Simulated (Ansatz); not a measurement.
KIO$_{3}$:
```xyz
5
Lattice="3.0843 1.7807 2.6094 -3.0843 1.7807 2.6094 0.0000 -3.5614 2.6094" Properties=species:S:1:pos:R:3 pbc="T T T"
K      0.0000     0.0000     0.0446
I      0.0000     0.0000     3.9829
O      0.0000     1.6148     3.1068
O     -1.3985    -0.8074     3.1068
O      1.3985    -0.8074     3.1068
```

Relaxed with PBEsol. Special points in fractions of this cell's reciprocal vectors: Γ (0.000, 0.000, 0.000); T (0.500, 0.500, 0.500); H2 (0.523, 0.477, 0.500); H0 (0.500, -0.477, 0.477); L (0.500, 0.000, 0.000); S0 (0.489, -0.489, 0.000); S2 (0.511, 0.000, 0.489); F (0.500, 0.000, 0.500).

Q: List the band energies nearest the valence-band maximum at these points for PBEsol in the plane-wave PAW code Ansatz.

A: In eV from the valence-band maximum; about four levels below and three above (degenerate sets whole), none deeper than 8.9 eV; points with the same levels are listed once.

```tsv
k	below	above
Γ	-1.69 -1.66 -1.66 -1.44	4.88 6.73 6.73
T	-1.20 -1.20 -0.88 0.00	2.16 2.16 3.58
H2	-1.22 -1.20 -0.88 -0.01	2.18 2.19 3.60
L	-1.83 -1.72 -1.55 -1.39	3.89 6.25 6.25
S0	-1.79 -1.77 -0.99 -0.59	2.94 3.61 5.89
F	-1.79 -1.76 -0.99 -0.59	2.93 3.60 5.89
```

Space group R3m. The first step of the workflow began from a Materials Project structure, measured or hypothetical; the Crystallography Open Database files this formula in space group No. 160, but the cells were not matched. Whether it is the stable phase at ambient conditions was not checked. The PBEsol relaxation kept the symmetry of its start; its stability against distortions is not shown here. Spin–orbit coupling is left out wherever it is not named.

Potentials: the later of the program's two PAW sets.
